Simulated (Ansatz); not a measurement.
## MgCd₃Te₄ (P-4m2) at 2 levels of theory

One geometry, relaxed with PBE; plane waves with PAW potentials in Ansatz, scalar-relativistic. No spin polarisation. Gaps are the least over mesh and band path; pressure is positive in compression.

```cif
data_structure
_symmetry_space_group_name_H-M 'P-4m2'
_symmetry_Int_Tables_number 115
_cell_length_a 4.6696
_cell_length_b 4.6696
_cell_length_c 13.1342
_cell_angle_alpha 90.000
_cell_angle_beta 90.000
_cell_angle_gamma 90.000
_cell_volume 286.39
loop_
_atom_site_label
_atom_site_type_symbol
_atom_site_symmetry_multiplicity
_atom_site_Wyckoff_symbol
_atom_site_fract_x
_atom_site_fract_y
_atom_site_fract_z
_atom_site_occupancy
Mg1 Mg 1 d 0.00000 0.00000 0.50000 1
Cd1 Cd 1 a 0.00000 0.00000 0.00000 1
Cd2 Cd 2 f 0.50000 0.50000 0.25249 1
Te1 Te 2 g 0.50000 0.00000 0.37928 1
Te2 Te 2 g 0.50000 0.00000 0.87378 1
```

```
level  cutoff (eV)  k mesh  gap (eV)  pressure (GPa)
  PBE          420   6×6×2      0.96             0.0
```

**Question.** What comes out on the same cell with r2SCAN?

**Answer.**
```
 level  cutoff (eV)  k mesh  gap (eV)  pressure (GPa)
r2SCAN          500   6×6×2      1.47            -1.0
```

Spin-orbit coupling matters for the bands of heavy elements and is left out.

The structure comes from a generated guess; another structure or a mixture of phases may lie lower.
